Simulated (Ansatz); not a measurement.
Independent-particle absorption of CsPbBr₃ (Pm-3m, a = 5.870 Å, b = 5.870 Å, c = 5.870 Å, α = 90.00°, β = 90.00°, γ = 90.00°), no local fields or excitons, 0.1 eV broadening. Computed with DFT PBEsol, scalar-relativistic, plane waves, PAW (Ansatz 0.2.0).

Plane waves to 420 eV, a k mesh through Γ of 6×6×6 on the computed 5-atom cell and Gaussian smearing (0.02 eV); no spin polarisation. The spectrum is summed on a 9×9×9 mesh.

```
CELL_PARAMETERS angstrom
5.87000 0.00000 0.00000
0.00000 5.87000 0.00000
0.00000 0.00000 5.87000
ATOMIC_POSITIONS crystal
Cs 0.00000 0.00000 0.00000
Pb 0.50000 0.50000 0.50000
Br 0.00000 0.50000 0.50000
Br 0.50000 0.00000 0.50000
Br 0.50000 0.50000 0.00000
```

(photon energy (eV), ε2,zz): (0.0, 0.00), (0.2, 0.00), (0.6, 0.00), (0.8, 0.00), (1.2, 0.00), (1.4, 0.12), (1.8, 1.03), (2.0, 1.37), (2.4, 2.33), (2.6, 3.29), (3.0, 4.34), (3.2, 4.51), (3.6, 5.00), (3.8, 5.79), (4.2, 4.88), (4.4, 4.56), (4.8, 2.89), (5.0, 2.62), (5.4, 2.56), (5.6, 2.72), (6.0, 1.99), (6.2, 2.12), (6.6, 2.72), (6.8, 2.56), (7.2, 4.52), (7.4, 4.20), (7.8, 2.41), (8.0, 2.26), (8.4, 1.81), (8.6, 1.63), (9.0, 2.01), (9.2, 2.29), (9.6, 2.85), (9.8, 3.56), (10.2, 2.33), (10.4, 2.06)

The strongest peak lies near 3.8 eV. ε∞ (xx, yy, zz) = 5.3, 5.3, 5.3.

Symmetry holds off the tilts and polar distortions that many cubic perovskites undergo.